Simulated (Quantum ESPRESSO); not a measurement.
## In4Au2ZrIr (input and log of a self-consistent run)

Simulated, not a measurement. The program is pw.x of Quantum ESPRESSO 7.5 (plane-wave density functional theory). The cell is made up: eight metal atoms on a face-centred cubic lattice, with elements, volume, strain and displacements drawn at random and not relaxed, so it may be unstable or far from any real phase. PseudoDojo standard norm-conserving files set the functional (PBE unless stated); there is no spin polarisation or spin-orbit coupling, the Fermi-Dirac width of 0.25 eV means electrons at about 2900 K, and the masses in the input are unused placeholders. Heavy elements are run without spin-orbit coupling, which real alloys of them have. A spin test at this wide smearing found no moment, but such smearing suppresses magnetism that the real alloy may have.

Input:

```
&control calculation='scf', pseudo_dir='./dojo.nc.sr.pbe.v0_5.standard.upf', outdir='./o', disk_io='minimal', tprnfor=.true., tstress=.true. /
&system ibrav=0, nat=8, ntyp=4, nbnd=70, ecutwfc=82.02448710, nosym=.true., tot_charge=0,
 occupations='smearing', smearing='fd', degauss=0.0183746611
/
&electrons conv_thr=1.470e-08, electron_maxstep=70, mixing_beta=0.5 /
ATOMIC_SPECIES
Au 1.0 Au.upf
In 1.0 In.upf
Ir 1.0 Ir.upf
Zr 1.0 Zr.upf
CELL_PARAMETERS angstrom
-4.3248 -0.0094 -0.0616
0.0522 -4.3648 4.4824
0.045 6.4715 2.1656
ATOMIC_POSITIONS angstrom
In 0.0623 -0.0275 0.0255
Au 0.0246 2.1489 2.237
Zr 0.0802 -2.2353 2.2705
In -0.0053 -0.0467 4.484
In -2.1275 4.2813 2.1652
Ir -2.1492 -0.0759 2.1409
Au -2.0498 2.1152 4.4236
In -2.0686 -2.1594 4.4558
K_POINTS automatic
5 4 4 1 1 1
```

The log is shortened where brackets say so; the opening notice, blank lines, dates and the lines on written files are dropped, and the path of the files is cut. It prints rydbergs, bohrs and kilobars, and counts compression as positive stress. Its total energy is the free energy E - TS of the whole cell.

```
     Program PWSCF v.7.5
     Parallel version (MPI & OpenMP), running on       4 processor cores
     Number of MPI processes:                 4
     Threads/MPI process:                     1
     [start-up lines left out]
     bravais-lattice index     =            0
     lattice parameter (alat)  =       8.1735  a.u.
     unit-cell volume          =    1122.2426 (a.u.)^3
     number of atoms/cell      =            8
     number of atomic types    =            4
     number of electrons       =       119.00
     number of Kohn-Sham states=           70
     kinetic-energy cutoff     =      82.0245  Ry
     charge density cutoff     =     328.0979  Ry
     scf convergence threshold =      1.5E-08
     mixing beta               =       0.5000
     number of iterations used =            8  plain     mixing
     Exchange-correlation= PBE
                           (   1   4   3   4   0   0   0)
     [axes and pseudopotential details left out]
   Cartesian axes
     site n.     atom                  positions (alat units)
         1        In     tau(   1) = (   0.0144038  -0.0063580   0.0058956  )
         2        Au     tau(   2) = (   0.0056875   0.4968269   0.5171957  )
         3        Zr     tau(   3) = (   0.0185423  -0.5168026   0.5249409  )
         4        In     tau(   4) = (  -0.0012254  -0.0107971   1.0367033  )
         5        In     tau(   5) = (  -0.4918792   0.9898390   0.5005955  )
         6        Ir     tau(   6) = (  -0.4968963  -0.0175481   0.4949773  )
         7        Au     tau(   7) = (  -0.4739149   0.4890354   1.0227388  )
         8        In     tau(   8) = (  -0.4782615  -0.4992545   1.0301835  )
     number of k points=    40  Fermi-Dirac smearing, width (Ry)=  0.0184
                       cart. coord. in units 2pi/alat
        k(    1) = (  -0.1022716   0.0328042   0.1537522), wk =   0.0500000
        k(    2) = (  -0.1042939   0.1588318   0.2764968), wk =   0.0500000
     [further k points left out]
     Dense  grid:   112641 G-vectors     FFT dimensions: (  48,  72,  75)
     Estimated max dynamical RAM per process >     352.49 MB
     Estimated total dynamical RAM >       1.30 GB
     Initial potential from superposition of free atoms
     starting charge     118.9817, renormalised to     119.0000
     Starting wfcs are   76 randomized atomic wfcs
     total cpu time spent up to now is       19.6 secs
     per-process dynamical memory:   265.2 Mb
     Self-consistent Calculation
     iteration #  1     ecut=    82.02 Ry     beta= 0.50
     Davidson diagonalization with overlap
     ethr =  1.00E-02,  avg # of iterations =  3.7
     total cpu time spent up to now is       53.4 secs
     total energy              =   -1454.95492369 Ry
     estimated scf accuracy    <       1.88776301 Ry
     iteration #  2     ecut=    82.02 Ry     beta= 0.50
     Davidson diagonalization with overlap
     ethr =  1.59E-03,  avg # of iterations =  4.4
     total cpu time spent up to now is       95.2 secs
     total energy              =   -1454.03598520 Ry
     estimated scf accuracy    <      20.67550002 Ry
     iteration #  3     ecut=    82.02 Ry     beta= 0.50
     Davidson diagonalization with overlap
     ethr =  1.59E-03,  avg # of iterations =  3.6
     total cpu time spent up to now is      130.4 secs
     total energy              =   -1455.90304587 Ry
     estimated scf accuracy    <       1.59323304 Ry
     iteration #  4     ecut=    82.02 Ry     beta= 0.50
     Davidson diagonalization with overlap
     ethr =  1.34E-03,  avg # of iterations =  2.0
     total cpu time spent up to now is      168.7 secs
     total energy              =   -1456.02314590 Ry
     estimated scf accuracy    <       0.09000728 Ry
     iteration #  5     ecut=    82.02 Ry     beta= 0.50
     Davidson diagonalization with overlap
     ethr =  7.56E-05,  avg # of iterations =  4.3
     total cpu time spent up to now is      200.0 secs
     total energy              =   -1456.02626004 Ry
     estimated scf accuracy    <       0.02891716 Ry
     [iterations 6 to 9 left out]
     iteration # 10     ecut=    82.02 Ry     beta= 0.50
     Davidson diagonalization with overlap
     ethr =  1.45E-08,  avg # of iterations =  2.6
     total cpu time spent up to now is      408.1 secs
     total energy              =   -1456.03102424 Ry
     estimated scf accuracy    <       0.00000466 Ry
     iteration # 11     ecut=    82.02 Ry     beta= 0.50
     Davidson diagonalization with overlap
     ethr =  3.92E-09,  avg # of iterations =  2.3
     total cpu time spent up to now is      453.3 secs
     total energy              =   -1456.03102486 Ry
     estimated scf accuracy    <       0.00000075 Ry
     iteration # 12     ecut=    82.02 Ry     beta= 0.50
     Davidson diagonalization with overlap
     ethr =  6.31E-10,  avg # of iterations =  4.0
     total cpu time spent up to now is      489.7 secs
     total energy              =   -1456.03102499 Ry
     estimated scf accuracy    <       0.00000010 Ry
     iteration # 13     ecut=    82.02 Ry     beta= 0.50
     Davidson diagonalization with overlap
     ethr =  8.44E-11,  avg # of iterations =  4.0
     total cpu time spent up to now is      537.3 secs
     total energy              =   -1456.03102502 Ry
     estimated scf accuracy    <       0.00000004 Ry
     iteration # 14     ecut=    82.02 Ry     beta= 0.50
     Davidson diagonalization with overlap
     ethr =  3.46E-11,  avg # of iterations =  2.0
     total cpu time spent up to now is      576.2 secs
     End of self-consistent calculation
     [lines on levels left out]
!    total energy              =   -1456.03102502 Ry
     estimated scf accuracy    <          9.4E-09 Ry
     smearing contrib. (-TS)   =      -0.07217655 Ry
     internal energy E=F+TS    =   -1455.95884847 Ry
     The total energy is F=E-TS. E is the sum of the following terms:
     one-electron contribution =    -415.63226311 Ry
     hartree contribution      =     285.82667044 Ry
     xc contribution           =    -328.33666294 Ry
     ewald contribution        =    -997.81659287 Ry
     convergence has been achieved in  14 iterations
     Forces acting on atoms (cartesian axes, Ry/au):
     atom    1 type  2   force =    -0.00658326    0.02194754    0.03473495
     atom    2 type  1   force =     0.00491542   -0.00688350    0.00790155
     atom    3 type  4   force =    -0.00263576    0.03260092   -0.00921286
     atom    4 type  2   force =     0.01337607    0.02371419   -0.04937703
     atom    5 type  2   force =     0.00645056   -0.00324407    0.03217474
     atom    6 type  3   force =    -0.00376287   -0.03636607   -0.00284856
     atom    7 type  1   force =    -0.00277036   -0.00208065   -0.01286449
     atom    8 type  2   force =    -0.00898981   -0.02968835   -0.00050830
     Total force =     0.098852     Total SCF correction =     0.000245
     Computing stress (Cartesian axis) and pressure
          total   stress  (Ry/bohr**3)                   (kbar)     P=      -12.20
  -0.00006901  -0.00001249  -0.00002431          -10.15       -1.84       -3.58
  -0.00001249  -0.00014631   0.00006267           -1.84      -21.52        9.22
  -0.00002431   0.00006267  -0.00003348           -3.58        9.22       -4.93
     init_run     :     12.61s CPU     13.00s WALL (       1 calls)
     electrons    :    549.82s CPU    556.73s WALL (       1 calls)
     forces       :      4.67s CPU      4.70s WALL (       1 calls)
     stress       :     16.10s CPU     16.11s WALL (       1 calls)
     [timing details left out]
     PWSCF        :   9m49.77s CPU   9m57.26s WALL
     JOB DONE.
```

In other units: free energy -19810.311 eV for the cell, pressure -1.22 GPa, largest force component 1.270 eV/Å in size. The run took 599 s of wall time with four MPI processes on a shared machine (Intel Xeon, older, virtual cores), so the time is rough. A rerun of this cell at a higher cutoff and on a denser mesh moved values by no more than 0.008 eV in energy, 0.17 GPa in stress and 0.013 eV/Å in force, and a second program with other atomic files agreed on that cell to 2 % rms in force and 0.5 GPa in pressure.